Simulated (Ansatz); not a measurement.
This cell of CsPbCl3 (cubic perovskite) is off equilibrium:

```xyz
5
Lattice="5.7357 0.0000 0.0000 0.0000 5.7357 0.0000 0.0000 0.0000 5.7357" Properties=species:S:1:pos:R:3 pbc="T T T"
Cs    -0.8100     0.0000     0.0000
Pb     2.8678     2.8678     2.8678
Cl     0.0000     2.8678     2.8678
Cl     2.8678     2.8678     0.0000
Cl     2.8678     0.0000     2.8678
```

Method: PBE (plane waves to 420 eV, PAW, scalar-relativistic; Ansatz, a program for electronic structure). k mesh 5×5×5 (Γ-centred), Fermi-Dirac smearing 0.05 eV. Energies are smeared free energies. Compression counts positive. CsPbCl3 was relaxed with its symmetry unable to fall. Spin-orbit coupling is left out, though Pb is heavy. The PAW data are Ansatz's earlier set. This is a high-temperature form of CsPbCl3.

Q: What forces act on the atoms (eV/Å, Cartesian)?

A: 
| atom | Fx | Fy | Fz |
|---|---|---|---|
| Cs1 | 0.262 | 0.000 | 0.000 |
| Pb2 | -0.171 | 0.000 | 0.000 |
| Cl3 | -0.071 | 0.000 | 0.000 |
| Cl4 | -0.009 | 0.000 | 0.000 |
| Cl5 | -0.009 | 0.000 | 0.000 |

Q: What is the stress tensor (GPa)?

A: 
```
   0.46     0.00     0.00
   0.00     0.60     0.00
   0.00     0.00     0.60
```
The pressure, a third of the trace, is 0.55 GPa.

Q: In it atom 1 sits (-0.810, 0.000, 0.000) Å away from its relaxed site. What is its energy relative to the relaxed cell?

A: 67.0 meV/cell.

(For displaced atoms, the force is minus the slope of the energy, and its curvature is a force constant, which sets phonon frequencies.)
